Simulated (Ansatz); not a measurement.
**Straining Al₂GaN₃**

Theory: DFT r2SCAN, scalar-relativistic, plane waves, PAW (Ansatz 0.2.0). (500 eV cutoff, 8×8×4 k-mesh, Gaussian smearing of 0.02 eV, no spin polarisation)

Reference structure (relaxed):

```yaml
crystal:
  lattice:
    - [5.73740, -1.56562, 0.00008]
    - [5.73740, 1.56562, 0.00008]
    - [-1.89533, 0.00000, 7.16702]
  atoms:
    - { symbol: Al, position: [0.94420, 0.94420, 0.38929] }
    - { symbol: Al, position: [0.88889, 0.88889, 0.77677] }
    - { symbol: Al, position: [0.22302, 0.22302, 0.44447] }
    - { symbol: Al, position: [0.55401, 0.55401, 0.11317] }
    - { symbol: Ga, position: [0.27717, 0.27717, 0.05762] }
    - { symbol: Ga, position: [0.60966, 0.60966, 0.72172] }
    - { symbol: N, position: [0.14754, 0.14754, 0.18504] }
    - { symbol: N, position: [0.48154, 0.48154, 0.85263] }
    - { symbol: N, position: [0.81833, 0.81833, 0.51506] }
    - { symbol: N, position: [0.76458, 0.76458, 0.90149] }
    - { symbol: N, position: [0.09522, 0.09522, 0.56428] }
    - { symbol: N, position: [0.43122, 0.43122, 0.24327] }
```

Deformation: all cell vectors scaled alike, the atoms relaxed, all within the symmetry that the strain leaves. Energies are extrapolated to zero smearing. Gaps are generalised Kohn–Sham gaps over the whole zone.

| strain (%) | ΔE (meV/atom) | a (Å) | b (Å) | c (Å) | gap (eV) |
| --- | --- | --- | --- | --- | --- |
| -4.0 | 112.5 | 5.709 | 5.709 | 7.117 | 4.87 |
| -2.0 | 26.5 | 5.828 | 5.828 | 7.265 | 4.37 |
| +0.0 | 0.0 | 5.947 | 5.947 | 7.413 | 3.89 |
| +2.0 | 23.4 | 6.066 | 6.066 | 7.562 | 3.42 |
| +4.0 | 88.5 | 6.185 | 6.185 | 7.710 | 2.96 |

Task: What stiffness (1/V) d²E/dε² at zero strain does a cubic fit over all points give?

Result: A cubic fit gives (1/V) d²E/dε² = 1877 GPa at zero strain (nine times the bulk modulus at fixed shape).

Task: How fast does the gap move with strain on either side?

Result: -243 meV per percent on the compressed side and -235 meV per percent on the stretched side; it is direct at -2.0 %, direct at zero and direct at +2.0 %.